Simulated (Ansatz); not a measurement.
NaMgGaS₃O₁₂: field gradients at two levels of theory

Cell: a computed structure from the Materials Project (it need not be an observed phase), atoms as given.

Space group R3c:H (No. 161); a = 8.5392, c = 22.3027 Å, γ = 120.00°.

```csv
site,Wyckoff,site symmetry,x,y,z
Na,6a,3.,0.0000,0.0000,0.4990
Mg,6a,3.,0.0000,0.0000,0.3523
Ga,6a,3.,0.0000,0.0000,0.6502
S,18b,1,0.9572,0.3297,0.5842
O13,18b,1,0.2064,0.0216,0.3038
O19,18b,1,0.7847,0.9638,0.6951
O25,18b,1,0.0171,0.8220,0.4104
O31,18b,1,0.9740,0.1630,0.5894
```

One atom of each set is listed; the run and its k-mesh use a cell of 36 atoms with edges of 8.92, 8.92, 8.92 Å.

First run. Computed with Ansatz: DFT, PBE, plane waves and PAW, scalar-relativistic, 420 eV cutoff, Γ-centred 3×3×3 k-points, Fermi–Dirac smearing 0.02 eV.

```tsv
site	V_zz (10²¹ V/m²)	η
Na	-0.96	0.00
Mg	0.099	0.00
Ga	0.15	0.00
S	-2.35	0.46
O13	13.41	0.11
O19	16.20	0.18
O25	13.88	0.14
O31	15.50	0.32
```

Second run. The same atoms and settings, except that the functional is r2SCAN and the cutoff is 500 eV.

**Question.** Given the first result, estimate the second.

**Answer.** 

```
site   V_zz     η  change of V_zz
  Na  -0.99  0.00           -0.03
  Mg   0.10  0.00            0.00
  Ga   0.13  0.00           -0.02
   S  -2.43  0.48           -0.08
 O13  13.77  0.11           +0.36
 O19  16.53  0.18           +0.33
 O25  14.31  0.14           +0.43
 O31  15.89  0.31           +0.39
```

The largest change of V_zz is on O25, from 13.88 to 14.31. In per cent, |V_zz| changes by +3 on Na, +4 on S, +2 to +3 on O (all sites that start above 0.5).

For the first run: The largest force is 0.3 eV/Å, so the atoms aren't at the calculated equilibrium and relaxing them would move these values.
For the second run: The largest force is 0.4 eV/Å, so the atoms aren't at the calculated equilibrium and relaxing them would move these values.
